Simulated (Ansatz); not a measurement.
Clamped-ion strain scan in Si

All numbers below come from DFT r2SCAN, scalar-relativistic, plane waves, PAW (Ansatz). Cutoff 500 eV, Γ-centred 12×12×6 k-points, Gaussian smearing of 0.05 eV. No spin polarisation. Energies are free energies at this smearing, counted from the undisturbed cell; pressure is positive in compression.

Reference structure (as given, not relaxed at this level; it stands at 0.2 GPa; this form isn't the usual structure):

```
Si
1.0
     3.83132    0.00000    0.00000
    -1.91566    3.31802    0.00000
     0.00000    0.00000    6.33262
Si
4
Direct
  0.33333 0.66667 0.06301
  0.66667 0.33333 0.56301
  0.33333 0.66667 0.43699
  0.66667 0.33333 0.93699
```

The cell is strained by ε times the Voigt pattern (1, -1, 0, 0, 0, 0) (xx, yy, zz, yz, xz, xy; engineering shear) with fractional coordinates fixed.

```csv
ε,ΔE (meV/atom)
-0.0400,37.0
-0.0300,20.8
-0.0200,9.3
-0.0100,2.3
0.0000,0.0
0.0100,2.3
0.0200,9.4
0.0300,21.2
0.0350,28.9
0.0400,37.8
```

Predict the gap on the mesh (eV) at each point.

```
      ε  gap on the mesh (eV)
-0.0400                  0.12
-0.0300                  0.25
-0.0200                  0.37
-0.0100                  0.49
 0.0000                  0.60
 0.0100                  0.42
 0.0200                  0.26
 0.0300                  0.10
 0.0350                  0.02
 0.0400                  0.00
```
Where the gap reads zero the k-mesh, chosen for the insulator, is on the coarse side.